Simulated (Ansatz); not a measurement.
SnTe:
```cif
data_Sn4Te4
_chemical_formula_sum 'Te4 Sn4'
_space_group_name_H-M_alt 'Fm-3m'
_space_group_IT_number 225
_space_group_name_Hall '-F 4 2 3'
_cell_length_a 6.37425
_cell_length_b 6.37425
_cell_length_c 6.37425
_cell_angle_alpha 90.000
_cell_angle_beta 90.000
_cell_angle_gamma 90.000
loop_
_atom_site_label
_atom_site_type_symbol
_atom_site_symmetry_multiplicity
_atom_site_Wyckoff_symbol
_atom_site_fract_x
_atom_site_fract_y
_atom_site_fract_z
_atom_site_occupancy
Te1 Te 4 a 0.00000 0.00000 0.00000 1
Sn1 Sn 4 b 0.50000 0.50000 0.50000 1
```
(The calculation used a cell of 2 atoms; values per cell refer to that cell.)

Relaxed with r²SCAN.

### Question
Which orbitals make up the states near the band edges in r²SCAN in the plane-wave PAW code Ansatz?

### Answer
Top 1 eV of the valence band: Te 5p 54 %, Sn 5s 23 %, Sn 5p 18 %. Bottom 1 eV of the conduction band: Sn 5p 79 %, Te 5p 9 %, Te 5s 7 %. Projections are on Löwdin-orthogonalised atomic valence shells; empty p or d shells of many metals are not among them.

### Question
Tabulate the density of states.

### Answer
States/eV per cell of 2 atoms, in 0.25 eV bins, energy from the valence-band maximum.

```
E (eV)  total  Te 5p  Sn 5p  Sn 5s
------  -----  -----  -----  -----
-7.85    1.76   0.46   0.03   1.19
-7.60    1.34   0.32   0.03   0.91
-7.35    0.97   0.21   0.02   0.64
-7.10    0.78   0.15   0.02   0.51
-6.85    0.40   0.09   0.01   0.24
-6.60    0.22   0.05   0.00   0.13
-6.35    0.16   0.03   0.00   0.09
-6.10    0.12   0.02   0.00   0.07
-5.85    0.08   0.01   0.00   0.05
-5.60    0.17   0.07   0.05   0.04
-5.35    0.42   0.21   0.16   0.03
-5.10    0.63   0.34   0.26   0.02
-4.85    0.67   0.37   0.27   0.02
-4.60    0.90   0.51   0.35   0.02
-4.35    1.06   0.62   0.39   0.03
-4.10    1.33   0.80   0.47   0.04
-3.85    1.70   1.06   0.57   0.04
-3.60    1.67   1.06   0.53   0.04
-3.35    1.69   1.10   0.50   0.05
-3.10    1.69   1.13   0.47   0.06
-2.85    1.67   1.15   0.42   0.07
-2.60    1.74   1.24   0.39   0.08
-2.35    1.82   1.35   0.34   0.09
-2.10    1.36   1.01   0.22   0.10
-1.85    0.75   0.42   0.18   0.12
-1.60    0.93   0.53   0.20   0.17
-1.35    1.41   0.86   0.24   0.27
-1.10    1.35   0.80   0.23   0.28
-0.85    0.82   0.44   0.15   0.19
-0.60    0.30   0.16   0.05   0.07
-0.35    0.03   0.01   0.01   0.01
-0.10    0.00   0.00   0.00   0.00
0.15     0.00   0.00   0.00   0.00
0.40     0.18   0.01   0.14   0.00
0.65     1.41   0.10   1.14   0.01
0.90     1.96   0.18   1.56   0.02
1.15     1.54   0.20   1.16   0.02
1.40     1.30   0.23   0.92   0.03
1.65     1.21   0.25   0.81   0.03
1.90     1.15   0.27   0.74   0.03
2.15     1.14   0.29   0.71   0.03
2.40     1.16   0.30   0.69   0.03
2.65     1.41   0.33   0.70   0.03
2.90     1.70   0.38   0.76   0.03
3.15     1.67   0.46   0.91   0.03
3.40     1.70   0.45   0.85   0.02
3.65     1.49   0.38   0.65   0.02
3.90     1.26   0.33   0.54   0.01
4.15     1.40   0.36   0.60   0.01
4.40     1.51   0.36   0.60   0.01
4.65     1.65   0.34   0.56   0.01
4.90     1.58   0.27   0.45   0.00
```

The r²SCAN relaxation kept the symmetry of its start. Spin–orbit coupling is left out wherever it is not named.

Potentials: the later of the program's two PAW sets.
